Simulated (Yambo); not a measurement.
Yambo run on a free-standing GeTe monolayer (symmetry P3m1, slab cell 14.4 Å high). The wavefunctions are PBE (stringent potentials; Quantum ESPRESSO, PseudoDojo norm-conserving, 124 Ry, without SOC) ones on a 6×6×1 mesh (23 occupied bands); a = b = 3.879 Å, c = 14.400 Å, α = β = 90.00°, γ = 120.00°.

Yambo input:

```
rim_cut
HF_and_locXC
RandQpts= 1000000
RandGvec= 2 Ry
CUTGeo= "slab z"
EXXRLvcs= 124 Ry
VXCRLvcs= 496 Ry
% QPkrange
 1 | 1 | 23 | 24 |
 3 | 3 | 23 | 24 |
 4 | 4 | 23 | 24 |
 7 | 7 | 23 | 24 |
%
```

k points by index: 1 = Γ, 3 = (0, 0.333), 4 = M, 7 = K.

The o-*.hf file then holds:

```
#    K-point    Band    Eo [eV]    Ehf [eV]    Vxc [eV]    Vnlxc [eV]
#
    1    23    0.000000    -1.399032    -13.50843    -14.90747
    1    24    2.122132    5.896931    -11.52388    -7.749078
    3    23    -0.701316    -2.567198    -12.01412    -13.88001
    3    24    1.728834    5.040757    -10.07294    -6.761013
    4    23    -1.406988    -3.576932    -11.60881    -13.77876
    4    24    2.088955    5.693856    -10.57825    -6.973347
    7    23    -1.442417    -3.634681    -11.82566    -14.01793
    7    24    1.948540    5.363086    -9.765285    -6.350739
```
Exchange alone, without screening.

Geometry relaxed with PBEsol.

This is a model layer cut from the bulk structure; whether it is stable on its own was not checked.
